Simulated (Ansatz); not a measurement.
Total density of states per atom from DFT-LDA in the program Ansatz with PAW potentials, in 0.25 eV bins, energy from the valence-band maximum:

```
E (eV) | states/eV/atom
    -7.86 |  0.00
    -7.61 |  0.00
    -7.36 |  0.00
    -7.11 | # 0.03
    -6.86 | ########## 0.45
    -6.61 | ##################### 0.91
    -6.36 | ############# 0.59
    -6.11 | ################ 0.72
    -5.86 | ############ 0.52
    -5.61 | ### 0.15
    -5.36 | ##### 0.22
    -5.11 | ########## 0.44
    -4.86 | ##### 0.21
    -4.61 | ######### 0.42
    -4.36 | ####### 0.31
    -4.11 | ##################### 0.94
    -3.86 | ########################### 1.20
    -3.61 | #################### 0.89
    -3.36 | ###################### 0.96
    -3.11 | ###################### 0.96
    -2.86 | ####################### 1.00
    -2.61 | ######################## 1.08
    -2.36 | ############################ 1.22
    -2.11 | ############################## 1.33
    -1.86 | ##################### 0.94
    -1.61 | ########## 0.46
    -1.36 | ############# 0.58
    -1.11 | ########### 0.50
    -0.86 | ######## 0.35
    -0.61 | ################# 0.74
    -0.36 | ############## 0.62
    -0.11 | # 0.06
     0.14 | # 0.04
     0.39 | ##### 0.24
     0.64 | ############### 0.66
     0.89 | ################### 0.83
     1.14 | ########## 0.42
     1.39 | ######## 0.36
     1.64 | ############## 0.64
     1.89 | ################ 0.69
     2.14 | ################ 0.71
     2.39 | ############## 0.60
     2.64 | ########### 0.49
     2.89 | ############# 0.57
     3.14 | ############### 0.67
     3.39 | ############ 0.53
     3.64 | ########### 0.49
     3.89 | ############ 0.53
     4.14 | ######## 0.36
     4.39 | ###### 0.26
     4.64 | ## 0.09
     4.89 | ## 0.07
```

Problem. Pick the material that matches.
A. CrCuP2Se6, C2 (Pearson symbol mS20)
B. BP, zinc blende
C. InP, zinc blende
D. BAs, zinc blende

Solution. A, CrCuP2Se6, C2 (Pearson symbol mS20). Top 1 eV of the valence band: Se 4p 48 %, Cu 3d 29 %, Cr 3d 14 %. Bottom 1 eV of the conduction band: Cr 3d 52 %, Se 4p 28 %, P 3p 7 %. Projections are on Löwdin-orthogonalised atomic valence shells; empty p or d shells of many metals are not among them.

The workflow started from a Materials Project entry (that database holds measured and hypothetical structures alike); the Crystallography Open Database copy checked does not list it. With Cr and Cu taken as one species the cell has the higher symmetry C2/m, so it may be an ordered model of a mixed-site phase. Whether it is the stable phase at ambient conditions was not checked. The LDA relaxation kept the symmetry of its start; its stability against distortions is not shown here. The final state is ferromagnetic, the only order run, not a proven ground state. No Hubbard U is applied. A crystal of weakly bound layers computed without a dispersion correction: the cell and the soft elastic constants depend strongly on that. Spin–orbit coupling is left out wherever it is not named.

Potentials: the later of the program's two PAW sets.
